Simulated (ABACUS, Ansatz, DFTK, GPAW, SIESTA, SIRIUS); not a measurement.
One calculation of ScF3, 8 ways

```
Sc F
1.0
     4.01245    0.00000    0.00000
     0.00000    4.01245    0.00000
     0.00000    0.00000    4.01245
Sc F
1 3
Direct
  0.00000 0.00000 0.00000
  0.00000 0.00000 0.50000
  0.00000 0.50000 0.00000
  0.50000 0.00000 0.00000
```

Alike in all runs: task equation of state; functional PBEsol; k mesh 7 × 7 × 7; occupations fermi-dirac, width 0.05 eV; no spin polarisation; no spin-orbit coupling.

```csv
program and potentials,plane-wave cutoff (eV),notes,equilibrium volume (Å³/atom),bulk modulus (GPa)
"Ansatz, Ansatz PAW",420,"potentials made for PBE, which Ansatz adapts in part",16.25,96.8
"Ansatz, all-electron LAPW, scalar-relativistic",-,-,16.25,96.3
"SIRIUS, all-electron FP-LAPW, apw+lo standard",-,-,16.24,96.2
"SIESTA, files PseudoDojo sr-pbesol-0.4.1-standard, DZP (energy shift 0.003 Ry; two zetas on semicore shells)",-,atomic basis,16.47,93.8
"DFTK, PseudoDojo SR PBEsol 0.4.1 standard (PBEsol)",1143,-,16.21,96.6
"SIRIUS, PseudoDojo 0.4.1 PBEsol standard (scalar relativistic)",1152,-,16.21,96.6
"GPAW, PAW data sets generated for this functional",800,-,16.31,96.6
"ABACUS, PseudoDojo NC SR 0.4.1 PBEsol standard, plane waves",1143,-,16.21,96.6
```

The equilibrium volume spans 16.21 (DFTK, PseudoDojo SR PBEsol 0.4.1 standard (PBEsol)) to 16.47 Å³/atom (SIESTA, files PseudoDojo sr-pbesol-0.4.1-standard, DZP (energy shift 0.003 Ry; two zetas on semicore shells)), with all-electron results at 16.24 to 16.25. The bulk modulus spans 93.8 (SIESTA, files PseudoDojo sr-pbesol-0.4.1-standard, DZP (energy shift 0.003 Ry; two zetas on semicore shells)) to 96.8 GPa (Ansatz, Ansatz PAW), with all-electron results at 96.2 to 96.3. Rows in atomic bases carry the error of their basis and grid, which can be large.

The functional is the same throughout but for its coding, so the spread measures potentials, basis and numerics; runs on potential files found faulty are left out.
